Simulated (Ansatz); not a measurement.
Hf₂Ga (space group I4/mcm)

```
Hf2Ga
1.0
   -3.30955     3.30955     2.61791
    3.30955    -3.30955     2.61791
    3.30955     3.30955    -2.61791
Hf Ga
4 2
Direct
  0.15387   0.65387   0.80775
  0.84613   0.34613   0.19225
  0.65387   0.84613   0.50000
  0.34613   0.15387   0.50000
  0.75000   0.75000   0.00000
  0.25000   0.25000   0.00000
```

The slice is a (-1 1 0) plane (indices of the conventional cell) through the point (0.154, 0.654, 0.808) (fractional), spanned by u = [110] and v = [112] in vectors of this cell: u (5.24 Å) and v (9.36 Å, at 90° to u). It covers one period; positions are fractions (u, v).

Calculation: PBEsol (plane waves to 420 eV, PAW, scalar-relativistic; Ansatz, a first-principles code). k mesh 11×11×11. Inside the PAW spheres the values are not all-electron values, and peaks at nuclei hang on which shells count as valence. Hf2Ga is run without spin polarisation. Hf2Ga was relaxed with its symmetry unable to fall. Spin-orbit coupling is left out, though Hf is heavy.

Problem. Predict the map of the electrostatic potential energy of an electron, from the cell's mean on the slice.

Solution. 
| v \ u | 0.00 | 0.18 | 0.36 | 0.55 | 0.73 | 0.91 |
|---|---|---|---|---|---|---|
| 0.90 | x | 5.2 | 7.8 | 5.1 | 9.0 | <1.0 |
| 0.75 | x | <1.0 | 9.2 | 8.1 | 7.8 | x |
| 0.60 | x | 3.0 | <1.0 | x | 5.6 | x |
| 0.45 | 8.4 | 9.1 | x | x | 3.8 | 9.0 |
| 0.30 | 4.1 | 8.8 | 2.6 | <1.0 | 8.3 | 6.0 |
| 0.15 | 6.3 | 7.8 | x | x | 2.4 | 7.3 |
| 0.00 | x | x | 9.8 | 9.7 | 6.4 | x |

Values: electrostatic potential energy of an electron, from the cell's mean, in eV. Points within 1 Å of a nucleus are blanked (x), as the pseudised field means little there. Values under 1 eV are set to 1. The zero, the cell's mean, hangs on the PAW cores.
